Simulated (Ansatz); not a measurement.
Ti₃O₄: random displacements

Theory: DFT PBEsol, scalar-relativistic, plane waves, PAW in Ansatz 0.2.0. Cutoff 420 eV, Γ-centred 8×8×14 k-points, Gaussian smearing of 0.15 eV. No spin polarisation. Energies are free energies at this smearing, counted from the undisturbed cell; pressure is positive in compression.

The undisturbed cell (relaxed at this level; it needn't be the usual structure):

```xyz
7
Lattice="2.9128 -4.0304 0.0000 2.9128 4.0304 0.0000 0.0000 0.0000 2.9690" Properties=species:S:1:pos:R:3 pbc="T T T"
Ti    0.0000    0.0000    1.4845
Ti    1.4564   -2.0152    0.0000
Ti    1.4564    2.0152    0.0000
O     4.4437    0.0000    0.0000
O     2.9128    1.9436    1.4845
O     1.3819    0.0000    0.0000
O     2.9128   -1.9436    1.4845
```

The atoms are displaced (Å, in the unstrained cell):

| atom | ux | uy | uz |
| --- | --- | --- | --- |
| Ti1 | -0.043 | -0.037 | 0.062 |
| Ti2 | -0.129 | 0.187 | 0.065 |
| Ti3 | 0.009 | 0.062 | 0.009 |
| O4 | 0.206 | 0.102 | 0.091 |
| O5 | 0.003 | -0.204 | 0.070 |
| O6 | 0.086 | 0.033 | -0.095 |
| O7 | -0.133 | -0.145 | -0.202 |

Strain (Voigt, engineering shear): (0.0164, -0.0038, -0.0214, -0.0016, -0.0034, 0.0085).

**Question.** What are the energy change, the stress and the forces?

**Answer.** ΔE = 163.4 meV/atom; stress (xx, yy, zz, yz, xz, xy; compression positive) (9.86, 10.11, 13.34, 0.27, 6.10, -3.11) GPa.
```
atom Fx (eV/Å) Fy Fz
 Ti1       2.00  -1.92  -0.31
 Ti2      -0.68  -1.77  -1.06
 Ti3       1.04  -0.89  -0.15
  O4      -2.93   0.17  -1.17
  O5      -0.28   1.73  -0.53
  O6      -0.61   1.30   0.97
  O7       1.47   1.39   2.26
```

Cost: 1 run of about 3.2 core-minutes, on Intel Xeon Processor @ 2.50GHz (Skylake/Cascade Lake) (shared hosts).